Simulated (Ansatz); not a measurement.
Hf (hcp, Mg type), frozen-phonon scan

Relaxed Hf (hcp, Mg type):

```
Hf
1.0
    3.20421     0.00000     0.00000
   -1.60210     2.77493     0.00000
    0.00000     0.00000    10.13811
Hf
4
Direct
  0.33333   0.66667   0.37500
  0.33333   0.66667   0.87500
  0.66667   0.33333   0.12500
  0.66667   0.33333   0.62500
```

The atoms are displaced by Q × the pattern below (from a DFPT mode at A = (0.0, 0.0, 0.5), largest move 1; Q in Å), at fixed cell. It is one choice among 4 degenerate patterns. (q is in reciprocal vectors of the primitive cell; the cell shown is doubled to hold the pattern.)

```
atom      x       y      z
----  -----  ------  -----
Hf1   0.000   1.000  0.000
Hf2   0.000  -1.000  0.000
```

Atoms not listed stay in place.

Method: PBE (plane waves to 420 eV, PAW, scalar-relativistic; Ansatz, a quantum-chemistry and plane-wave program). k mesh 17×17×5 (Γ-centred), Fermi-Dirac smearing 0.05 eV. E stands for the smeared free energy. With partly filled bands, energies and forces of such displacements shift with the k mesh and the smearing. Hf is run without spin polarisation. Hf was relaxed with its symmetry unable to fall. Spin-orbit coupling is left out, though Hf is heavy. The zero of ΔE is the undisplaced structure.

```tsv
Q (Å)	ΔE (meV/cell)	−dE/dQ from forces (eV/Å)
-0.280	162	1.145
-0.233	113	0.969
-0.187	72	0.778
-0.140	40	0.581
-0.093	18	0.383
-0.047	4	0.190
0.000	0	0.000
0.047	4	-0.190
0.093	18	-0.383
0.140	40	-0.581
0.187	72	-0.778
0.233	113	-0.969
0.280	162	-1.145
```

Summary:

The energy at Q = 0.280 Å comes out as 162 meV/cell. Space group of the distorted cell: Amm2 (No. 38), lowered from P6_3/mmc. Symmetry of the curve: even: the same for both signs. Shape of the curve: a single well with its minimum at or next to zero displacement. Harmonic wavenumber from the curvature (finite differences): 56 cm⁻¹.

(A displaced cell: forces are minus the slopes of the energy, force constants its curvatures, and phonons follow from these.)
